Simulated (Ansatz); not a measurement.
Here is an unrelaxed guess for Sc₂TaF₃.

```yaml
crystal:
  lattice:
    - [2.26106, -5.01977, 0.00000]
    - [2.26106, 5.01977, 0.00000]
    - [0.00000, 0.00000, 3.53415]
  atoms:
    - { symbol: Sc, position: [0.65626, 0.34374, 0.50000] }
    - { symbol: Sc, position: [0.34374, 0.65626, 0.50000] }
    - { symbol: Ta, position: [0.00000, 0.00000, 0.00000] }
    - { symbol: F, position: [0.14783, 0.85217, 0.50000] }
    - { symbol: F, position: [0.85217, 0.14783, 0.50000] }
    - { symbol: F, position: [0.50000, 0.50000, 0.00000] }
```

Computed with DFT PBE, scalar-relativistic, plane waves, PAW in Ansatz. Cutoff 420 eV; k points 4×4×6 on the computed 6-atom cell (Γ-centred); Gaussian smearing, width 0.10 eV; no spin polarisation.

The zero of energy is the elements' standard structures at the same level (F₂ as a molecule); no fitted shifts are applied.

**Question.** How far from equilibrium is it?

**Answer.** The pressure is 14.6 GPa (the mean over three directions, positive in compression), the largest force is 2.07 eV/Å, and the energy is −1.07 eV/atom against the elements. The shortest distance is 1.97 Å.

**Question.** How much does it gain on relaxing, and where does it end?

**Answer.** Relaxing gains about 0.65 eV/atom (the start's value is from the coarse mesh, so the gain is rough) in 30 ionic steps and ends at −1.72 eV/atom on the finer mesh. The symmetry stays Cmmm (No. 65). The volume per atom grows by 16.0 %, from 13.4 to 15.5 Å³. The shortest distance goes from 1.97 Å (Sc–F) to 2.05 Å (Ta–F). Conventional cell: a = 4.092 Å, b = 15.243 Å, c = 2.983 Å. Sc has 3 F at 2.12–2.24 Å, 2 F at 2.74 Å, 2 Sc at 2.98 Å and 4 Ta at 3.42 Å; around Ta lie 2 F at 2.05 Å, 2 Ta at 2.98 Å and 8 Sc at 3.42 Å; F on a site of symmetry m2m is surrounded by 3 Sc at 2.12–2.24 Å and 2 F at 2.38 Å; 1 more site not described.

The last run used a 10×10×12 mesh (in the run's order of axes) for its 6-atom cell and Gaussian smearing of 0.10 eV. Spin–orbit coupling, which can matter for Ta, is left out. The relaxation can't lower the symmetry of the start. Symmetry constrained the relaxation, so the result can be a saddle point.
